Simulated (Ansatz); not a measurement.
An Ansatz (a first-principles code) run. Input:

Ansatz 0.2 input:
```yaml
crystal:
  lattice:
    - [0.0, 3.0888668438, 3.0888668438]
    - [3.0888668438, 0.0, 3.0888668438]
    - [3.0888668438, 3.0888668438, 0.0]
  atoms:
    - { symbol: Se, position: [0.0, 0.0, 0.0] }
    - { symbol: Pb, position: [0.5, 0.5, 0.5] }
kpoints:
  mp_grid: { grid: [6, 6, 6] }
hamiltonian:
  xc: r2scan
  pseudopotentials: { kind: paw }
magnetization: { noncollinear: true, spin_orbit: true }
scf:
  occupations: { method: gaussian, width: 0.01 }
output: { topological_invariants: true }
```

Output (shortened):

```
Pseudopotential: Se, paw_fr, valence charge 16
Pseudopotential: Pb, paw_fr, valence charge 14
Functional definition: r2SCAN
non-collinear run that drives no moment, with spin-orbit …
Crystal: 2 atoms, lattice volume = 58.942 Å³
Basis set: ecut = 500 eV, 1459 PW (Γ), exchange–correlation on 128×128×128 points (64 copies of the dense FFT grid, shifted against one another)
Bands: 46, of which v1, the nominal top of the filled ones, is band 30 counted from 1 (29 counted from 0)
Symmetry: 48 space group operations + 48 with time reversal
k-points: 16 of 216
Projection manifold: j_resolved (fully-relativistic pseudo-atomic orbitals)
iter 1 solved again at ethr=1.62e-3 eV; its pass at ethr=3.10e-3 eV (dr2=4.86e-1 eV) is discarded
SCF iter   1: F=—  HF=-17363.530697 eV  |F-HF|=—  |Δ(HF+E_count)|=         —  Δρ=2.29e-2  dr2=4.90e-1  dr2_τ=2.54e-3  dr2_m=0.00e0 (ungated)  ethr=1.62e-3  |M|=0.00e0 ∫|m|=0.00e0 μB  |m|>n=0.0e0 m-floor=0.0e0 τ_xc=0.0e0  β_m=0.30  ⟨swp⟩=2.6  Hψ=2443  notcnv=0  defer=2
preconditioner: auto → none
SCF iter   2: F=—  HF=-17363.461486 eV  |F-HF|=—  |Δ(HF+E_count)|=   6.92e-2  Δρ=1.23e-2  dr2=9.13e-2  dr2_τ=1.02e-3  dr2_m=0.00e0 (ungated)  ethr=1.62e-3  |M|=0.00e0 ∫|m|=0.00e0 μB  |m|>n=0.0e0 m-floor=0.0e0 τ_xc=0.0e0  β_m=0.39  ⟨swp⟩=2.2  Hψ=535  notcnv=0
SCF iter   3: F=—  HF=-17363.470387 eV  |F-HF|=—  |Δ(HF+E_count)|=   8.90e-3  Δρ=5.38e-3  dr2=1.43e-2  dr2_τ=9.05e-5  dr2_m=0.00e0 (ungated)  ethr=3.04e-4  |M|=0.00e0 ∫|m|=0.00e0 μB  |m|>n=0.0e0 m-floor=0.0e0 τ_xc=0.0e0  β_m=0.53  ⟨swp⟩=2.6  Hψ=594  notcnv=0  defer=134
SCF iter   4: F=—  HF=-17363.475377 eV  |F-HF|=—  |Δ(HF+E_count)|=   4.99e-3  Δρ=1.15e-3  dr2=5.33e-4  dr2_τ=6.07e-6  dr2_m=0.00e0 (ungated)  ethr=4.77e-5  |M|=0.00e0 ∫|m|=0.00e0 μB  |m|>n=0.0e0 m-floor=0.0e0 τ_xc=0.0e0  β_m=0.61  ⟨swp⟩=2.5  Hψ=477  notcnv=0  defer=134
SCF iter   5: F=—  HF=-17363.475575 eV  |F-HF|=—  |Δ(HF+E_count)|=   1.98e-4  Δρ=1.49e-4  dr2=5.45e-6  dr2_τ=6.65e-8  dr2_m=0.00e0 (ungated)  ethr=1.78e-6  |M|=0.00e0 ∫|m|=0.00e0 μB  |m|>n=0.0e0 m-floor=0.0e0 τ_xc=0.0e0  β_m=0.79  ⟨swp⟩=2.1  Hψ=427  notcnv=0  defer=134
SCF iter   6: F=—  HF=-17363.475618 eV  |F-HF|=—  |Δ(HF+E_count)|=   4.26e-5  Δρ=1.20e-5  dr2=5.76e-8  dr2_τ=3.48e-9  dr2_m=0.00e0 (ungated)  ethr=3.33e-10  |M|=0.00e0 ∫|m|=0.00e0 μB  |m|>n=0.0e0 m-floor=0.0e0 τ_xc=0.0e0  β_m=0.73  ⟨swp⟩=8.4  Hψ=1897  notcnv=0…
SCF iter   7: F=-17363.475618 eV  HF=-17363.475618 eV  |F-HF|=2.66e-9  |Δ(HF+E_count)|=   2.54e-9  Δρ=4.63e-6  dr2=1.30e-8  dr2_τ=1.61e-10  dr2_m=0.00e0 (ungated)  ethr=1.92e-10  |M|=0.00e0 ∫|m|=0.00e0 μB  |m|>n=0.0e0 m-floor=0.0e0 τ_xc=0.0e0  ⟨swp⟩=3.6  Hψ=948  notcnv=0
Converged-ψ floor refinement (derivative, response, wavefunction or occupation consumer): ⟨swp⟩=9.2  Hψ=3577  notcnv=0
SCF 1 converged in 7 iterations: F = -17363.475618 eV  dr2 = 1.30e-8
NSCF: frozen V_eff on 28 k-points
SCF converged after 7 iterations
Magnetization: |M| = 0.0000 μB,  M = (+0.0000, +0.0000, +0.0000) μB
Absolute magnetization: 0.0000 μB (∫|m|)
  site 0: m = (+0.0000, +0.0000, +0.0000) μB, |m| = 0.0000 μB  (R = 1.27 Å)
  site 1: m = (+0.0000, +0.0000, +0.0000) μB, |m| = 0.0000 μB  (R = 1.27 Å)
Free energy (F): -17363.475618 eV
Harris-Foulkes:  -17363.475618 eV  (|F-HF|=2.66e-9)
Internal energy: -17363.475618 eV  (E = F + TS)
E sigma→0 (E₀):  -17363.475618 eV
Fermi energy:    8.462435 eV
--- Per-component energies (eV) ---
  E_band       = -457.330591
  E_kinetic    = 405.842869
  E_local      = -3574.488437  (includes V_loc(G=0)·N_el)
  E_nonlocal   = -243.860966
  E_hartree    = 1661.983183
  E_xc         = -306.983818
  E_vxc        = -251.416742  (∫ρ·V_xc dr)
  E_paw        = -12320.961961  (= ΣΔE_a)
  E_vpaw       = -133.106308  (= ΣTr[D̂ρ^β])
  E_aug_tail   = -0.000181  (compensation charges beyond the density's cutoff)
  E_vtau       = 15.734186  (kinetic-family band-sum trace: ∫τ·v_τ [+ j·A + Jᵃ·Aᵃ] dr)
  E_ewald      = -2984.195269
  E_core_change = -0.811037  (= ΣΔE_core)
  E_smearing   =  0.000000  (= −TS)
  E_closure    = 0.000000  (closes the sum)
  Σ components = -17363.475618   (vs F -17363.475618, Δ=0.00e0)
  [band-id]    e_kinetic+e_local+e_nonlocal+2·e_hartree+e_vxc+e_vpaw+e_augmentation_tail+e_vtau = -457.329214   (vs E_band -457.330591, Δ=1.38e-3)
--- Band table (eV; the first three rows and the last of 16) ---
  k-point 0: bands = ["-40.1432", "-40.1432", "-40.1432", "-40.1432", "-39.2474", "-39.2474", "-39.2474", "-39.2474", "-39.2455", "-39.2455", "-10.4409", "-10.4409", "-10.4409", "-10.4409", "-7.8608", "-7.8608", "-7.8566", "-7.8566", "-7.8566", "-7.8566", …
  k-point 1: bands = ["-40.1432", "-40.1432", "-40.1432", "-40.1432", "-39.2474", "-39.2474", "-39.2474", "-39.2474", "-39.2455", "-39.2455", "-10.4417", "-10.4417", "-10.4386", "-10.4386", "-7.8628", "-7.8628", "-7.8556", "-7.8556", "-7.8536", "-7.8536", …
  k-point 2: bands = ["-40.1432", "-40.1432", "-40.1431", "-40.1431", "-39.2474", "-39.2474", "-39.2473", "-39.2473", "-39.2455", "-39.2455", "-10.4433", "-10.4433", "-10.4341", "-10.4341", "-7.8746", "-7.8746", "-7.8475", "-7.8475", "-7.8462", "-7.8462", …
  k-point 15: bands = ["-40.1431", "-40.1431", "-40.1431", "-40.1431", "-39.2474", "-39.2474", "-39.2474", "-39.2474", "-39.2454", "-39.2454", "-10.4505", "-10.4505", "-10.4351", "-10.4351", "-7.9330", "-7.9330", "-7.8563", "-7.8563", "-7.8291", "-7.8291", …
--- Topological invariants of the lowest 30 bands, as many as the electrons (of this functional, at the state reached) ---
  Z2 = 0;(000), z4 = 0
  bands 30 and 31 are separated throughout the zone, as estimated from the states at the SCF's k-points
  smallest direct gap kept (no minimum is searched for): 0.1098 eV, known to 5.1e-4 eV, at k = (0.0000, 0.0000, -0.5000) in reciprocal vectors
  plane       ν
  k1 = 0      0
  k1 = 1/2    0
  k2 = 0      0
  k2 = 1/2    0
  k3 = 0      0
  k3 = 1/2    0
```

Cost: about 2.6 core-minutes (a rough figure) on shared cores.

Space group Fm-3m (rock salt). The r²SCAN relaxation kept the symmetry of its start; of distortions, only those at the zone centre were tested.

Potentials: the later of the program's two PAW sets.

Ansatz is a plane-wave DFT program.
